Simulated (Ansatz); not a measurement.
YOF:
```xyz
6
Lattice="1.8957 1.0945 6.3117 -1.8957 1.0945 6.3117 0.0000 -2.1889 6.3117" Properties=species:S:1:pos:R:3 pbc="T T T"
Y      0.0000     0.0000    14.0321
Y      0.0000     0.0000     4.9029
O      0.0000     0.0000    11.7708
O      0.0000     0.0000     7.1642
F      0.0000     0.0000     2.4641
F      0.0000     0.0000    16.4709
```

Relaxed with HSE06.

Q: Give the Bader charges and basin volumes of the independent atoms, plane-wave PAW HSE06 (Ansatz code).

A: 

| atom | Bader charge (e) | Bader volume (Å³) |
|---|---|---|
| Y1 | +2.31 | 12.0 |
| O3 | -1.46 | 14.4 |
| F5 | -0.86 | 12.8 |

Space group R-3m. The first step of the workflow began from a Materials Project structure, measured or hypothetical; the Crystallography Open Database files this formula in space group No. 166, but the cells were not matched. Its standing as an ambient phase is unchecked. The cell was relaxed with HSE06 under the symmetry of its start; its stability against distortions is not shown here. No spin polarisation was allowed.

Potentials: the earlier of the program's two PAW sets. The files were generated under PBE; for other functionals the program regenerates the frozen cores, and for LDA and PBEsol the local potential too.
